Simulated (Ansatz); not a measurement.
The relaxation started from an entry of Materials Project.

A relaxed structure of Ca3SiO. Method: r2SCAN (plane waves to 500 eV, PAW, scalar-relativistic; Ansatz, a quantum-chemistry and plane-wave program).

```
CELL_PARAMETERS angstrom
     -3.31803     4.69362     3.32914
      3.31803    -4.69362     3.32914
      3.31803     4.69362    -3.32914
ATOMIC_POSITIONS crystal
  Ca 0.71447 0.46447 0.25000
  Ca 0.28553 0.53553 0.75000
  Ca 0.76805 0.00000 0.26805
  Ca 0.23195 0.00000 0.73195
  Ca 0.23195 0.50000 0.23195
  Ca 0.76805 0.50000 0.76805
  Si 0.75074 0.00074 0.75000
  Si 0.24926 0.99926 0.25000
  O  0.00000 0.50000 0.50000
  O  0.50000 0.50000 0.00000
```

Q: Find the space group and the Wyckoff positions (tolerance 0.01 Å).

A: Space group Imma (No. 74); a = 6.6361 Å, b = 9.3872 Å, c = 6.6583 Å, α = 90.00°, β = 90.00°, γ = 90.00°

```json
[
 {"atom": "Ca", "site": "4e", "symmetry": "mm2", "x": "0.0000", "y": "0.2500", "z": "0.4645"},
 {"atom": "Ca", "site": "8g", "symmetry": ".2.", "x": "0.2500", "y": "0.5180", "z": "0.2500"},
 {"atom": "Si", "site": "4e", "symmetry": "mm2", "x": "0.0000", "y": "0.7500", "z": "0.0007"},
 {"atom": "O", "site": "4b", "symmetry": "2/m..", "x": "0.0000", "y": "0.0000", "z": "0.5000"}
]
```

Q: Give the shortest distances between elements (the closest pairs, up to four, under 3.6 Å).

A: Ca–O 2.36 Å; Ca–Si 3.10 Å; Ca–Ca 3.32 Å.

| Quantity | Result |
|---|---|
| Volume per atom | 20.74 Å³ |
| Band gap | 0.30 eV, direct at Γ (no spin-orbit coupling) |

No spin polarisation in the result.

The run could not lose the symmetry of its start.
